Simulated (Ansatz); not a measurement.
ZrTiO$_{4}$:
```xyz
12
Lattice="4.7251 0.0000 0.0000 0.0000 5.0759 0.0000 0.0000 0.0000 5.6278" Properties=species:S:1:pos:R:3 pbc="T T T"
Zr     0.0000     2.5379     2.3764
Zr     2.3625     0.0000     3.2514
Ti     0.0000     0.0000     0.3920
Ti     2.3625     2.5379     5.2358
O      3.4821     0.8990     4.9254
O      1.2430     4.1768     4.9254
O      1.1195     1.6389     0.7024
O      3.6056     3.4370     0.7024
O      1.3358     1.7239     3.6549
O      3.3893     3.3520     3.6549
O      3.6983     0.8140     1.9729
O      1.0268     4.2618     1.9729
```

This is the PBEsol-relaxed structure. x, y and z are the axes in which the lattice vectors are written.

Q: All from DFT-PBEsol in the program Ansatz with PAW potentials, unless another level is named. Predict the highest zone-centre frequency (without LO–TO term).

A: 778 cm^-1.

Q: And the piezoelectric stress constants (proper, relaxed ions, C/m²)?

A: e14 = 0.30, e25 = 0.24, e36 = -0.61.

Q: Predict the Young's modulus.

A: 205 GPa.

Space group P2_12_12. The first step of the workflow began from a Materials Project structure, measured or hypothetical; the Crystallography Open Database copy checked does not list it. With Zr and Ti taken as one species the cell has the higher symmetry Pbcn, so it may be an ordered model of a mixed-site phase. Its standing as an ambient phase is unchecked. The cell was relaxed with PBEsol under the symmetry of its start; whether a distortion lowers the energy is not shown. The run is not spin-polarised. Signs of piezoelectric constants follow the polarity of the cell as given.

Potentials: the later of the program's two PAW sets.
